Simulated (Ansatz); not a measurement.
Cs2KYCl6:
```
Cs2KYCl6
1.0
    0.00000     5.41138     5.41138
    5.41138     0.00000     5.41138
    5.41138     5.41138     0.00000
K Cs Y Cl
1 2 1 6
Direct
  0.50000   0.50000   0.50000
  0.75000   0.75000   0.75000
  0.25000   0.25000   0.25000
  0.00000   0.00000   0.00000
  0.76251   0.23749   0.23749
  0.23749   0.76251   0.76251
  0.23749   0.76251   0.23749
  0.76251   0.23749   0.76251
  0.23749   0.23749   0.76251
  0.76251   0.76251   0.23749
```

Relaxed with LDA.

Question: Which orbitals make up the states near the band edges in the program Ansatz at the LDA level (PAW)?

Answer: Top 1 eV of the valence band: Cl 3p 98 %. Bottom 1 eV of the conduction band: Y 4d 69 %, Cl 3p 11 %, Cs 6s 7 %, outside the projected shells 11 %. Projections are on Löwdin-orthogonalised atomic valence shells; empty p or d shells of many metals are not among them.

Question: Tabulate the density of states.

Answer: States/eV per cell of 10 atoms, in 0.25 eV bins, energy from the valence-band maximum.

| E (eV) | total | Cl 3p | Cs 5p | Y 4d |
|---|---|---|---|---|
| -7.85 | 0.00 | 0.00 | 0.00 | 0.00 |
| -7.60 | 0.00 | 0.00 | 0.00 | 0.00 |
| -7.35 | 0.00 | 0.00 | 0.00 | 0.00 |
| -7.10 | 0.00 | 0.00 | 0.00 | 0.00 |
| -6.85 | 0.00 | 0.00 | 0.00 | 0.00 |
| -6.60 | 0.00 | 0.00 | 0.00 | 0.00 |
| -6.35 | 0.00 | 0.00 | 0.00 | 0.00 |
| -6.10 | 0.00 | 0.00 | 0.00 | 0.00 |
| -5.85 | 48.00 | 0.78 | 46.75 | 0.14 |
| -5.60 | 0.00 | 0.00 | 0.00 | 0.00 |
| -5.35 | 0.00 | 0.00 | 0.00 | 0.00 |
| -5.10 | 0.00 | 0.00 | 0.00 | 0.00 |
| -4.85 | 0.00 | 0.00 | 0.00 | 0.00 |
| -4.60 | 0.00 | 0.00 | 0.00 | 0.00 |
| -4.35 | 0.00 | 0.00 | 0.00 | 0.00 |
| -4.10 | 0.00 | 0.00 | 0.00 | 0.00 |
| -3.85 | 0.00 | 0.00 | 0.00 | 0.00 |
| -3.60 | 0.00 | 0.00 | 0.00 | 0.00 |
| -3.35 | 0.00 | 0.00 | 0.00 | 0.00 |
| -3.10 | 0.00 | 0.00 | 0.00 | 0.00 |
| -2.85 | 0.00 | 0.00 | 0.00 | 0.00 |
| -2.60 | 0.01 | 0.00 | 0.00 | 0.00 |
| -2.35 | 1.92 | 1.62 | 0.00 | 0.02 |
| -2.10 | 6.11 | 5.17 | 0.00 | 0.09 |
| -1.85 | 7.41 | 6.04 | 0.03 | 0.82 |
| -1.60 | 21.29 | 17.42 | 0.18 | 2.78 |
| -1.35 | 22.74 | 20.01 | 0.36 | 1.82 |
| -1.10 | 12.52 | 11.89 | 0.09 | 0.05 |
| -0.85 | 13.81 | 13.31 | 0.10 | 0.04 |
| -0.60 | 19.23 | 18.62 | 0.09 | 0.08 |
| -0.35 | 27.16 | 26.60 | 0.10 | 0.06 |
| -0.10 | 11.81 | 11.73 | 0.01 | 0.01 |
| 0.15 | 0.00 | 0.00 | 0.00 | 0.00 |
| 0.40 | 0.00 | 0.00 | 0.00 | 0.00 |
| 0.65 | 0.00 | 0.00 | 0.00 | 0.00 |
| 0.90 | 0.00 | 0.00 | 0.00 | 0.00 |
| 1.15 | 0.00 | 0.00 | 0.00 | 0.00 |
| 1.40 | 0.00 | 0.00 | 0.00 | 0.00 |
| 1.65 | 0.00 | 0.00 | 0.00 | 0.00 |
| 1.90 | 0.00 | 0.00 | 0.00 | 0.00 |
| 2.15 | 0.00 | 0.00 | 0.00 | 0.00 |
| 2.40 | 0.00 | 0.00 | 0.00 | 0.00 |
| 2.65 | 0.00 | 0.00 | 0.00 | 0.00 |
| 2.90 | 0.00 | 0.00 | 0.00 | 0.00 |
| 3.15 | 0.00 | 0.00 | 0.00 | 0.00 |
| 3.40 | 0.00 | 0.00 | 0.00 | 0.00 |
| 3.65 | 0.00 | 0.00 | 0.00 | 0.00 |
| 3.90 | 0.00 | 0.00 | 0.00 | 0.00 |
| 4.15 | 0.00 | 0.00 | 0.00 | 0.00 |
| 4.40 | 0.00 | 0.00 | 0.00 | 0.00 |
| 4.65 | 0.00 | 0.00 | 0.00 | 0.00 |
| 4.90 | 0.00 | 0.00 | 0.00 | 0.00 |
| 5.15 | 5.42 | 0.46 | 0.00 | 3.74 |
| 5.40 | 13.43 | 1.42 | 0.02 | 9.55 |
| 5.65 | 6.02 | 0.78 | 0.01 | 4.30 |
| 5.90 | 0.74 | 0.04 | 0.01 | 0.01 |
| 6.15 | 1.29 | 0.07 | 0.01 | 0.04 |
| 6.40 | 2.70 | 0.12 | 0.02 | 0.11 |
| 6.65 | 4.66 | 0.21 | 0.02 | 0.23 |
| 6.90 | 10.64 | 0.34 | 0.04 | 0.99 |
| 7.15 | 11.49 | 0.34 | 0.02 | 0.71 |
| 7.40 | 11.06 | 0.35 | 0.01 | 0.72 |
| 7.65 | 7.41 | 0.31 | 0.00 | 0.89 |
| 7.90 | 22.74 | 1.55 | 0.01 | 5.47 |
| 8.15 | 18.45 | 0.61 | 0.00 | 1.70 |
| 8.40 | 11.23 | 0.26 | 0.00 | 0.51 |
| 8.65 | 6.73 | 0.10 | 0.00 | 0.09 |
| 8.90 | 6.15 | 0.09 | 0.00 | 0.05 |
| 9.15 | 7.12 | 0.16 | 0.00 | 0.07 |

Space group Fm-3m. The workflow started from a Materials Project entry (that database holds measured and hypothetical structures alike); the Crystallography Open Database copy checked does not list it. Its standing as an ambient phase is unchecked. The cell was relaxed with LDA under the symmetry of its start. At this level the phase is dynamically unstable (imaginary phonons). No spin polarisation was allowed. Scalar-relativistic: spin–orbit coupling is off unless named, which matters more the heavier the elements.

Potentials: the later of the program's two PAW sets.
